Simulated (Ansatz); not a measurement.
Ti2O3: course of a relaxation

All numbers below come from DFT PBEsol, scalar-relativistic, plane waves, PAW (Ansatz 0.2.0). Run with 420 eV cutoff, 12×12×12 k-mesh, Gaussian smearing of 0.10 eV, no spin polarisation.

What was changed: relaxed at -1 GPa.

Command:

```bash
ansatz run input.yaml --threads 2 --pin off --max-ram 5120MiB --backend cpu --events-out ev --progress --plain --runs-dir out
```

Input:

```yaml
crystal:
  lattice:
    - [2.5280617893, 1.4595771546, 4.6402184583]
    - [-2.5280617893, 1.4595771546, 4.6402184583]
    - [0.0, -2.9191543091, 4.6402184583]
  atoms:
    - { symbol: Ti, position: [0.8454003008, 0.8454003008, 0.8454003008] }
    - { symbol: Ti, position: [0.6545996992, 0.6545996992, 0.6545996992] }
    - { symbol: Ti, position: [0.1545996992, 0.1545996992, 0.1545996992] }
    - { symbol: Ti, position: [0.3454003008, 0.3454003008, 0.3454003008] }
    - { symbol: O, position: [0.06178139, 0.43821861, 0.75] }
    - { symbol: O, position: [0.75, 0.06178139, 0.43821861] }
    - { symbol: O, position: [0.43821861, 0.75, 0.06178139] }
    - { symbol: O, position: [0.93821861, 0.56178139, 0.25] }
    - { symbol: O, position: [0.25, 0.93821861, 0.56178139] }
    - { symbol: O, position: [0.56178139, 0.25, 0.93821861] }
basis:
  ecutwfc: 420
kpoints:
  mp_grid: { grid: [12, 12, 12] }
hamiltonian:
  xc: pbesol
scf:
  occupations: { method: gaussian, width: 0.1 }
output:
  forces: true
  stress: true
  eigenvalues: true
relax:
  adjacent_minimum: "off"
  f_tol: 0.008
  max_steps: 50
  cell: { stress_tol: 0.08, p_target: -1.0 }
```

F is the free energy. Steps run on the plane waves of an earlier cell, but the last one, and at times one on the way, on a freshly chosen basis, so a repeated geometry can differ a little in energy. The relaxation lowers the enthalpy F + PV at the target pressure, so F itself can rise.

Steps:

```
step F − F(1) (eV) largest force component (eV/Å) V (Å³/atom) P (GPa)
   1         0.0000                           0.026       10.273    -2.30
   2        -0.0063                           0.013       10.234    -1.37
   3        -0.0082                           0.006       10.218    -0.99
   4        -0.0058                           0.006       10.218    -1.04
```

Relaxed structure:

```xyz
10
Lattice="2.5233 1.4568 4.6329 -2.5233 1.4568 4.6329 0.0000 -2.9137 4.6329" Properties=species:S:1:pos:R:3 pbc="T T T"
Ti    0.0000    0.0000   11.7499
Ti    0.0000    0.0000    9.0983
Ti    0.0000    0.0000    2.1489
Ti    0.0000    0.0000    4.8005
O    -0.9505   -1.4568    5.7911
O     1.7369   -0.0948    5.7911
O    -0.7864    1.5516    5.7911
O     0.9505    1.4568    8.1076
O    -1.7369    0.0948    8.1076
O     0.7864   -1.5516    8.1076
```

Symmetry: R-3c, No. 167, trigonal system. The conventional cell has a = 5.047 Å, b = 5.047 Å, c = 13.899 Å, α = 90.00°, β = 90.00°, γ = 120.00°. Ti (site symmetry 3) has 6 O at 2.00 to 2.06 Å as nearest neighbours. O (site symmetry 2) is surrounded by 4 Ti at 2.00 to 2.06 Å.

The run converged. Time: 2 min on 2 threads of Intel(R) Xeon(R) Platinum 8488C (Sapphire Rapids) (shared host), peak memory 1 GiB.